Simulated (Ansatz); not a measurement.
The elements of this relaxed trial crystal are hidden behind letters.

```
lattice vectors (Å)
   1.9691    1.1369   12.8729
  -1.9691    1.1369   12.8729
   0.0000   -2.2738   12.8729
fractional positions
X 0.2485 0.2485 0.2485
X 0.5000 0.5000 0.5000
X 0.7515 0.7515 0.7515
Z 0.0000 0.0000 0.0000
Q 0.6224 0.6224 0.6224
Q 0.8742 0.8742 0.8742
Q 0.1258 0.1258 0.1258
Q 0.3776 0.3776 0.3776
```

These are results of Ansatz 0.2.0, DFT PBE, scalar-relativistic, plane waves, PAW, not measurements. Settings of the last relaxation (8-atom cell): 420 eV, 12×12×12 k points, Gaussian smearing of 0.02 eV, no spin polarisation.

- Space group: R-3m (No. 166)
- Conventional cell: a = 3.938 Å, c = 38.619 Å
- Volume per atom: 21.61 Å³
- Density: 4.81 g/cm³
- Energy over the elements: −1.042 eV/atom
- Gap on the 12×12×12 mesh of the 8-atom cell: 1.00 eV

Energies are uncorrected and count from the elements' standard states at the same level.

Question: X is an s-block element of period 3, Z is a d-block element of period 5 and Q is a p-block element of period 4. Which elements are they?

Answer: X = Mg, Z = Cd, Q = Se, so the formula is Mg3CdSe4. Density times volume gives a mean mass of 4.81 × 21.61/1.6605 = 62.6 u per atom, and this set has 62.7 u. Mg on a site of symmetry 3m is surrounded by 6 Se at 2.76–2.77 Å; Cd has 6 Se at 2.84 Å; Se on its first site is surrounded by 3 Mg at 2.76 Å and 3 Cd at 2.84 Å; 2 more sites not described. Other sets within the hints have nearly the same mass, so mass alone doesn't settle it; this one was computed.

Kohn–Sham gaps at this level usually fall short of measured ones. Symmetry constrained the relaxation, so the result can be a saddle point. Another cell of Mg3CdSe4 relaxed alike, in P-43m, lies 57 meV/atom lower, so this cell isn't the stable form at this level.
